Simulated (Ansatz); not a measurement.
Take a crystal in which Sb has been replaced by P on all its sites, with the cell rescaled by a rough guess (in some cases also distorted within its space group) and nothing relaxed:

```yaml
crystal:
  lattice:
    - [2.89084, 0.00000, 0.00000]
    - [-1.44542, 2.50354, 0.00000]
    - [0.00000, 0.00000, 4.71132]
  atoms:
    - { symbol: P, position: [0.33333, 0.66667, 0.25000] }
    - { symbol: P, position: [0.66667, 0.33333, 0.75000] }
```

Method: Ansatz, DFT PBEsol, scalar-relativistic, plane waves, PAW.

Settings: cutoff 420 eV, Γ-centred mesh 18×18×10 on the computed 2-atom cell, Gaussian smearing of 0.10 eV; no spin polarisation.

(1) What pressure does the cell carry?

(2) Is it a metal on this mesh?

Results:

(1) The pressure is -14.2 GPa (positive in compression), so the cell would contract.

(2) Yes, a band crosses the Fermi level.

This form isn't the element's structure at ambient conditions.